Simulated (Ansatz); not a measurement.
SnSe$_{2}$ in space group P6_3/mmc (No. 194; Sn on 2c, Se on 4f), plane-wave PAW PBE (Ansatz code), all energies at zero smearing, with the estimated change up to a 700 eV cutoff added, with one set of potentials and settings (totals compare only within such a set). Cell of 6 atoms (2 Sn, 4 Se): -33925.435 eV.

| element | reference phase | E (eV/atom) |
|---|---|---|
| Sn | Fd-3m, 2 atoms in the cell | -6024.2128 |
| Se | P3_121, 3 atoms in the cell | -5469.0798 |

Formation energy per atom, worked out: (-33925.435 − 2×(-6024.2128) − 4×(-5469.0798))/6 = -0.115 eV/atom (-11 kJ per mol of atoms), at 0 K, without zero-point energy or fitted corrections.

The cell is a constructed one: a structure type filled with these elements; neither database checked (COD, Materials Project) lists it. COD files the formula under space group No. 164, 217, so this cell is another polymorph or a model. Its standing as an ambient phase is unchecked. The PBE relaxation kept the symmetry of its start; its stability against distortions is not shown here. A crystal of weakly bound layers computed without a dispersion correction: the cell and the soft elastic constants depend strongly on that. The references are the lowest solids computed at this level, not always the standard phases. Spin–orbit coupling is left out wherever it is not named.

Potentials: the later of the program's two PAW sets.
